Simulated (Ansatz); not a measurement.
Here is the system:

NiAuO$_{2}$:
```yaml
crystal:
  lattice:
    - [2.95469, 0.00000, 0.00000]
    - [-1.47734, 2.55883, 0.00000]
    - [0.00000, 0.00000, 12.04882]
  atoms:
    - { symbol: Ni, position: [0.00000, 0.00000, 0.00000] }
    - { symbol: Ni, position: [0.00000, 0.00000, 0.50000] }
    - { symbol: Au, position: [0.66667, 0.33333, 0.75000] }
    - { symbol: Au, position: [0.33333, 0.66667, 0.25000] }
    - { symbol: O, position: [0.33333, 0.66667, 0.41852] }
    - { symbol: O, position: [0.66667, 0.33333, 0.58148] }
    - { symbol: O, position: [0.66667, 0.33333, 0.91852] }
    - { symbol: O, position: [0.33333, 0.66667, 0.08148] }
```
The run is spin-polarised; directions of the spins, atom by atom: ↑ ↑ 0 0 0 0 0 0.

This is the r²SCAN-relaxed structure.

Q: All from DFT-r²SCAN in the program Ansatz with PAW potentials, unless another level is named. Give the electronic character.

A: metallic (no gap).

Q: Predict the formation energy from the elements (no fitted shifts).

A: -73 kJ/mol of atoms.

Q: Predict the density of states at the Fermi level.

A: 0.39 states/eV per atom (mean over ±0.08 eV).

Space group P6_3/mmc. The workflow started from a Materials Project entry (that database holds measured and hypothetical structures alike); the Crystallography Open Database copy checked does not list it. Whether it is the stable phase at ambient conditions was not checked. Symmetry was held in the r²SCAN relaxation; its stability against distortions is not shown here. Spin order of the final state: ferromagnetic, chosen from 5 collinear starts compared on coarse meshes (ties went to the first, and starts can fall back to one state), not a proven ground state. Other orbital occupations within this spin state were not tried. No Hubbard U is applied. The compound may be a true metal, but semilocal functionals without U, or a wrong spin order, can also close a gap. The references are the lowest solids computed at this level, not always the standard phases (solids in place of the gases). Spin–orbit coupling is left out wherever it is not named.

Potentials: the later of the program's two PAW sets.
